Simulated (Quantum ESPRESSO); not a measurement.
Kohn-Sham bands of MgTe (wurtzite)

```
CELL_PARAMETERS angstrom
      4.59020     0.00000     0.00000
     -2.29510     3.97523     0.00000
      0.00000     0.00000     7.43781
ATOMIC_POSITIONS crystal
  Mg 0.33333 0.66667 0.99599
  Mg 0.66667 0.33333 0.49599
  Te 0.33333 0.66667 0.37401
  Te 0.66667 0.33333 0.87401
```

Materials Project entry mp-1039; symmetrised, unrelaxed at this level. COD (Crystallography Open Database) has an entry of this formula and space group (matched by these alone). Level: PBEsol, no spin polarisation, no spin-orbit coupling; pw.x of Quantum ESPRESSO at 68 Ry with PseudoDojo potentials, 6×6×4 k-points, Wannier90. Density: 12×12×4 mesh, cold smearing 0.01 Ry. Spin-orbit coupling is left out although heavy elements are present.

Energies are relative to the valence-band maximum; weights are on the orthonormalised atomic waves of the pseudopotential files, averaged over the group. 52 electrons a cell are treated as valence.

```
bands  from (eV)  to (eV)  filling  weight on atomic waves
-----  ---------  -------  -------  ----------------------
1–2       -74.91   -74.91   filled                     ___
3–8       -41.84   -41.83   filled                     ___
9–18      -35.14   -35.13   filled                     ___
19–20     -10.27    -9.48   filled                     ___
21–26      -3.25     0.00   filled                     ___
```

**Question.** Which atomic shells make up each group?

**Answer.** 
- 1–2, weight on atomic waves: Mg 2s 100 %
- 3–8, weight on atomic waves: Mg 2p 100 %
- 9–18, weight on atomic waves: Te 4d 100 %
- 19–20, weight on atomic waves: Te 5s 90 %, Mg 3s 10 %
- 21–26, weight on atomic waves: Te 5p 88 %, Mg 3s 9 %

The Kohn-Sham gap over both meshes and the path is 2.29 eV.
